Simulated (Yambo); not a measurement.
G0W0@PBEsol for TiNCl (space group Pmmn, No. 59) in Yambo. Reference settings: 4×4×1 Γ-centred k mesh, bands 3 to 155 and a 7 Ry block in the screening, 155 bands in G with the Bruneval-Gonze terminator, plasmon pole fitted at 27.2 eV. The PBEsol gap Γ → Γ on this mesh is 0.57 eV; G0W0 gaps are taken between the same points.

With and without the terminator, as bands are cut:

```json
[
 {"bands in G (in W)": "63 (155)", "gap, terminator (eV)": "1.254", "gap, none (eV)": "1.241", "valence shift, terminator (eV)": "0.341", "valence shift, none (eV)": "1.085"},
 {"bands in G (in W)": "102 (155)", "gap, terminator (eV)": "1.285", "gap, none (eV)": "1.335", "valence shift, terminator (eV)": "0.308", "valence shift, none (eV)": "0.740"},
 {"bands in G (in W)": "155 (155)", "gap, terminator (eV)": "1.300", "gap, none (eV)": "1.356", "valence shift, terminator (eV)": "0.291", "valence shift, none (eV)": "0.526"}
]
```

Over this range the gap spans 0.046 eV with the terminator and 0.115 eV without, the valence shift 0.050 eV and 0.559 eV. Neither column has reached its limit for certain.

Geometry relaxed with PBE+D3(BJ); primitive cell a = 3.2494 Å, b = 3.9283 Å, c = 7.7664 Å, α = 90.00°, β = 90.00°, γ = 90.00°.

A shift is the quasiparticle energy of the state minus its PBEsol energy.
